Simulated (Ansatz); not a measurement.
ZrSi2 in space group Cmcm (No. 63; Si on 4c, Si on 4c, Zr on 4c) at seven volumes, PBEsol (plane waves, PAW; program Ansatz), shape and atoms relaxed at each. One row is withheld.

```tsv
V (Å³/atom)	P (GPa)
14.843	15.04
15.333	9.26
15.822	4.28
16.311	0.00
16.801	?
17.290	-6.93
17.779	-9.66
```

**Question.** Fit the shown pressures and predict the withheld one.

**Answer.** P = (3/2)B₀(x^(7/2) − x^(5/2))[1 + (3/4)(B′ − 4)(x − 1)] with x = (V₀/V)^(2/3). Least squares on the six rows gives V₀ = 16.310 Å³/atom, B₀ = 133 GPa, B′ = 3.91. At V = 16.801, x = 0.9804 and P = -3.72 GPa. The run itself gave -3.72 GPa.

Symmetry was held in the PBEsol relaxation. No spin polarisation was allowed.

Potentials: the later of the program's two PAW sets.
